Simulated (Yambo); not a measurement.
# How GW settings move the gap: CsLiBr2

G0W0@PBEsol for CsLiBr2 (space group P4/nmm, No. 129) in Yambo. Reference settings: 2×2×1 Γ-centred k mesh, bands 3 to 471 and a 8 Ry block in the screening, 471 bands in G with the Bruneval-Gonze terminator, plasmon pole fitted at 27.2 eV. The PBEsol gap M → Γ on this mesh is 4.14 eV; G0W0 gaps are taken between the same points.

```json
[
 {"change from the reference": "reference settings", "G0W0 gap M → Γ (eV)": "6.34", "shift of the valence edge (eV)": "-1.53", "rough Yambo cost": "1"},
 {"change from the reference": "292 bands in W, 292 bands in G", "G0W0 gap M → Γ (eV)": "6.29", "shift of the valence edge (eV)": "-1.43", "rough Yambo cost": "within a factor of two"},
 {"change from the reference": "159 bands in G", "G0W0 gap M → Γ (eV)": "6.32", "shift of the valence edge (eV)": "-1.46", "rough Yambo cost": "–"},
 {"change from the reference": "292 bands in G", "G0W0 gap M → Γ (eV)": "6.33", "shift of the valence edge (eV)": "-1.51", "rough Yambo cost": "–"},
 {"change from the reference": "204 bands in W", "G0W0 gap M → Γ (eV)": "6.26", "shift of the valence edge (eV)": "-1.37", "rough Yambo cost": "within a factor of two"},
 {"change from the reference": "1 Ry block", "G0W0 gap M → Γ (eV)": "5.97", "shift of the valence edge (eV)": "-1.09", "rough Yambo cost": "about 1/4"},
 {"change from the reference": "3 Ry block", "G0W0 gap M → Γ (eV)": "6.00", "shift of the valence edge (eV)": "-1.22", "rough Yambo cost": "about 1/4"},
 {"change from the reference": "7 Ry block", "G0W0 gap M → Γ (eV)": "6.30", "shift of the valence edge (eV)": "-1.48", "rough Yambo cost": "within a factor of two"},
 {"change from the reference": "pole fitted at 10 eV", "G0W0 gap M → Γ (eV)": "6.27", "shift of the valence edge (eV)": "-1.39", "rough Yambo cost": "–"},
 {"change from the reference": "no random integration", "G0W0 gap M → Γ (eV)": "6.23", "shift of the valence edge (eV)": "-1.28", "rough Yambo cost": "–"},
 {"change from the reference": "292 bands in G, no terminator", "G0W0 gap M → Γ (eV)": "6.23", "shift of the valence edge (eV)": "-1.30", "rough Yambo cost": "–"},
 {"change from the reference": "no terminator", "G0W0 gap M → Γ (eV)": "6.31", "shift of the valence edge (eV)": "-1.44", "rough Yambo cost": "–"}
]
```

The reference isn't shown to be the converged limit. Costs are rough (shared machines), scaled to the same edge states, and given only for runs that recompute the screening.

Spin-orbit splittings are left out.

Geometry of the Materials Project entry, not relaxed at this level; primitive cell a = 5.1812 Å, b = 5.1812 Å, c = 9.9301 Å, α = 90.00°, β = 90.00°, γ = 90.00°.

The structure is a Materials Project entry; no match was found in the copy of COD used, and its stability was not checked.

A shift is the quasiparticle energy of the state minus its PBEsol energy.
